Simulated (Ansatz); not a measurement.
Ir (fcc, Cu type)

```
Ir
1.0
    0.00000     1.93542     1.93542
    1.93542     0.00000     1.93542
    1.93542     1.93542     0.00000
Ir
1
Direct
  0.00000   0.00000   0.00000
```

Equation-of-state scan: isotropic scaling of the cell above, V₀ being its volume. Symmetry pins the atoms to their sites.

Computed with PBE (plane waves to 420 eV, PAW, scalar-relativistic; Ansatz, a first-principles code). k mesh 22×22×22 (Γ-centred), Fermi-Dirac smearing 0.05 eV. Stress and pressure are positive under compression. Ir is run without spin polarisation. Ir was relaxed with its symmetry unable to fall. Spin-orbit coupling is left out, though Ir is heavy.

At one point of the scan the stress tensor (GPa) is:

```
   67.3      0.0      0.0
    0.0     67.3      0.0
    0.0      0.0     67.3
```

### Question
Which point is it?
A. V/V₀ = 0.840
B. V/V₀ = 0.968
C. V/V₀ = 0.936
D. V/V₀ = 0.872

### Answer
D, V/V₀ = 0.872

(Under strain, the slope of the energy per volume gives the stress and its curvature an elastic modulus.)
